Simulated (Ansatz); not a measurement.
The relaxed structure here is a generated cell of Bi: the first start was made by placing the elements on the sites of a structure type, and the end was not matched to a known phase here, so it may be hypothetical. Known forms of Bi include space group No. 166.

One stationary structure of Bi. These are PBEsol (plane waves to 420 eV, PAW, scalar-relativistic; Ansatz, a first-principles code) values and carry that method's errors.

```
CELL_PARAMETERS angstrom
     -2.27361     2.27361     3.31570
      2.27361    -2.27361     3.31570
      2.27361     2.27361    -3.31570
ATOMIC_POSITIONS crystal
  Bi 0.72712 0.72712 0.00000
  Bi 0.27288 0.27288 0.00000
```

**Question.** Find the space group and the Wyckoff positions (tolerance 0.01 Å).

**Answer.** Space group I4/mmm (No. 139); a = b = 4.5472 Å, c = 6.6314 Å, α = β = γ = 90.00°

```json
[
 {"atom": "Bi", "site": "4e", "symmetry": "4mm", "x": "0.0000", "y": "0.0000", "z": "0.2729"}
]
```

**Question.** Give the shortest distances between elements (the closest pairs, up to four, under 3.6 Å).

**Answer.** Bi–Bi 3.01 Å.

```yaml
volume_per_atom: 34.28 Å³
band_gap: zero (metallic)
```

No spin polarisation in the result.

The run could not lose the symmetry of its start, so the end can be a saddle point.

It was reached from a disturbed copy of a Cmcm (No. 63) cell, against which it lies -0.02 eV/atom.
